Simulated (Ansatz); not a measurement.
The relaxed structure here is a generated cell of Ga2O3: the first start was made by a random draw of sites in a space group, and the end was not matched to a known phase here, so it may be hypothetical. Known forms of Ga2O3 include space group No. 12, 167.

A relaxed cell of Ga2O3 (P4/mmm (No. 123)), relaxed on a k-mesh at least as fine as the one used below. These are r2SCAN (plane waves to 500 eV, PAW, scalar-relativistic; Ansatz, a first-principles code) values and carry that method's errors. Γ-centred k-mesh 6×3×5 on the run's cell (coarser than for final values), Fermi–Dirac smearing 0.05 eV.

```yaml
crystal:
  lattice:
    - [3.87275, 0.00000, 0.00000]
    - [0.00000, 7.74551, 0.00000]
    - [0.00000, 0.00000, 5.26792]
  atoms:
    - { symbol: Ga, position: [0.50000, 0.25000, 0.50000] }
    - { symbol: Ga, position: [0.50000, 0.75000, 0.50000] }
    - { symbol: Ga, position: [0.50000, 0.25000, 0.00000] }
    - { symbol: Ga, position: [0.50000, 0.75000, 0.00000] }
    - { symbol: O, position: [0.00000, 0.00000, 0.00000] }
    - { symbol: O, position: [0.00000, 0.50000, 0.00000] }
    - { symbol: O, position: [0.50000, 0.00000, 0.00000] }
    - { symbol: O, position: [0.50000, 0.50000, 0.00000] }
    - { symbol: O, position: [0.00000, 0.25000, 0.00000] }
    - { symbol: O, position: [0.00000, 0.75000, 0.00000] }
```

The atoms are displaced by (Å):

```
atom      ux      uy      uz
----  ------  ------  ------
Ga1    0.056  -0.081  -0.001
Ga2   -0.028   0.025  -0.144
Ga3   -0.011  -0.136   0.000
Ga4   -0.032  -0.040   0.074
O5     0.095  -0.027   0.037
O6    -0.098  -0.027  -0.120
O7     0.005   0.018  -0.007
O8    -0.010   0.110  -0.045
O9     0.070   0.047   0.072
O10    0.164  -0.020  -0.155
```

What forces (eV/Å) and pressure result?


| atom | Fx | Fy | Fz |
|---|---|---|---|
| Ga1 | 0.06 | 0.12 | 0.13 |
| Ga2 | 0.09 | 0.13 | 1.27 |
| Ga3 | 0.98 | 2.46 | -0.13 |
| Ga4 | 2.78 | 1.59 | -0.83 |
| O5 | -0.15 | -0.04 | 0.07 |
| O6 | 0.04 | -0.13 | 0.06 |
| O7 | 0.26 | -2.49 | -0.06 |
| O8 | 0.83 | -2.49 | -0.18 |
| O9 | -1.22 | 0.48 | 0.06 |
| O10 | -3.65 | 0.37 | -0.40 |

Pressure +4.1 GPa.

Estimate the energy cost of the displacement in the harmonic approximation and compare with the calculation.

For a harmonic well ΔE = −½ Σ F·u = 0.843 eV a cell, or 84 meV/atom. The calculated energy relative to the undisplaced cell is +0.11 eV/atom, so anharmonic terms matter at this amplitude.

The undisplaced cell is probably no minimum: from this displacement the run went on to P1 (No. 1), 1.23 eV/atom below it.

No spin polarisation in the result.
